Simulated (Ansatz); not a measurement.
The cell below belongs to a search over invented structures; it isn't taken from experiment.

Input and command of a plane-wave DFT calculation in Ansatz:

```yaml
crystal:
  lattice:
    - [-2.84165838, 2.84165838, 4.19901467]
    - [2.84165838, -2.84165838, 4.19901467]
    - [2.84165838, 2.84165838, -4.19901467]
  atoms:
    - { symbol: Zr, position: [0.30357448, 0.30357448, 0.0] }
    - { symbol: Zr, position: [0.69642552, 0.69642552, 0.0] }
    - { symbol: Pb, position: [0.5, 0.0, 0.5] }
    - { symbol: Pb, position: [0.0, 0.5, 0.5] }
    - { symbol: O, position: [0.75, 0.25, 0.5] }
    - { symbol: O, position: [0.25, 0.75, 0.5] }
    - { symbol: O, position: [0.0, 0.0, 0.0] }
basis:
  ecutwfc: 420
kpoints:
  mp_grid: { grid: [4, 4, 4] }
hamiltonian:
  xc: pbe
scf:
  occupations: { method: gaussian, width: 0.2 }
  lower_state_search: "off"
output:
  forces: true
  stress: true
  eigenvalues: true
relax:
  adjacent_minimum: "off"
  f_tol: 0.08
  max_steps: 16
  cell: { stress_tol: 0.8 }
```

```bash
ansatz run input.yaml --threads 1 --pin off --max-ram 2560MiB --backend cpu --events-out ev --progress --plain --runs-dir out
```

Processor: Intel(R) Xeon(R) Processor @ 2.50GHz (Skylake/Cascade Lake), 1 thread, on a host shared with other jobs.

Question: How long does it run, and how much memory does it take?

Answer: About 4 min, peak memory 0.47 GiB. It solves 42 bands at 13 k points (after reduction by symmetry) with about 2403 plane waves (on the last cell), in 100 SCF iterations over 15 ionic steps.
